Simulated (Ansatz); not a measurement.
Data:

BP (zinc blende)

```xyz
2
Lattice="0.0000 2.2683 2.2683 2.2683 0.0000 2.2683 2.2683 2.2683 0.0000" Properties=species:S:1:pos:R:3 pbc="T T T"
P      3.4024     3.4024     3.4024
B      0.0000     0.0000     0.0000
```

Scan: atom 2 (B, nearest neighbour P at 1.964 Å; its periodic images, 3.2 Å or more away, move with it) is displaced along Cartesian x, direction (1.000, 0.000, 0.000) in Cartesian axes, by s. The other atoms stay.

Computed with r2SCAN (plane waves to 500 eV, PAW, scalar-relativistic; Ansatz, an electronic-structure program). k mesh 10×10×10 (Γ-centred), Fermi-Dirac smearing 0.05 eV. The energy includes the smearing's −TS. As the smearing reaches across the gap at some points, energies and forces of such displacements shift with the k mesh and the smearing. BP was relaxed with its symmetry unable to fall. ΔE is measured from the undisplaced structure.

The scan covers s from -0.590 to 0.590 Å in 11 points.

Task: Is the energy the same for equal positive and negative displacements?

Result: Even: the same for both signs. With its periodic images moving along, the atom's site symmetry in this cell is -43m.

Task: What force acts on the atom along the line at s = -0.590 Å?

Result: 6.53 eV/Å.

Task: What is the energy change at s = 0.590 Å?

Result: 2654 meV/cell.

Task: What is the force constant k = d²E/ds² of this move at s = 0?

Result: 19.8 eV/Å².

Task: With two atoms in the cell this is the zone-centre optical mode. What wavenumber follows?

Result: 820 cm⁻¹.

(A displaced cell: forces are minus the slopes of the energy, force constants its curvatures, and phonons follow from these.)
